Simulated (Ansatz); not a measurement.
PbF2 (fluorite), map of one atom of the cell

PbF$_{2}$ (fluorite)

```yaml
crystal:
  lattice:
    - [0.00000, 3.00038, 3.00038]
    - [3.00038, 0.00000, 3.00038]
    - [3.00038, 3.00038, 0.00000]
  atoms:
    - { symbol: Pb, position: [0.00000, 0.00000, 0.00000] }
    - { symbol: F, position: [0.75000, 0.75000, 0.75000] }
    - { symbol: F, position: [0.25000, 0.25000, 0.25000] }
```

In this cell atom 1 (Pb, nearest neighbour F at 2.598 Å; its periodic images, 4.2 Å or more away, move with it) is moved by u·(1.000, 0.000, 0.000) + v·(0.000, 0.000, 1.000); the rest is frozen.

Computed with PBE (plane waves to 420 eV, PAW, scalar-relativistic; Ansatz, a first-principles code). k mesh 8×8×8 (Γ-centred), Fermi-Dirac smearing 0.05 eV. Energies are smeared free energies. Compression counts positive. PbF2 was relaxed with its symmetry unable to fall. Spin-orbit coupling is left out, though Pb is heavy. The zero of ΔE is the undisplaced structure. Axes are in Å.

ΔE (meV/cell), with u across and v down:

```tsv
v \ u	-0.650	-0.325	0.000	0.325	0.650
-0.650	1939	744	427	744	1939
-0.325	744	201	72	201	744
0.000	427	72	0	72	427
0.325	744	201	72	201	744
0.650	1939	744	427	744	1939
```

P (GPa), with u across and v down:

```csv
v \ u,-0.650,-0.325,0.000,0.325,0.650
-0.650,25.3,12.6,8.3,12.6,25.3
-0.325,12.6,4.8,2.1,4.8,12.6
0.000,8.3,2.1,0.0,2.1,8.3
0.325,12.6,4.8,2.1,4.8,12.6
0.650,25.3,12.6,8.3,12.6,25.3
```

Summary:

| Property | Result |
|---|---|
| Lowest place on the grid | u = 0.000 Å, v = 0.000 Å (0 meV/cell) |
| Highest place on the grid, met at several equal points | u = -0.650 Å, v = -0.650 Å; u = 0.650 Å, v = -0.650 Å; u = -0.650 Å, v = 0.650 Å; u = 0.650 Å, v = 0.650 Å (1939 meV/cell) |

(For displaced atoms, the force is minus the slope of the energy, and its curvature is a force constant, which sets phonon frequencies.)
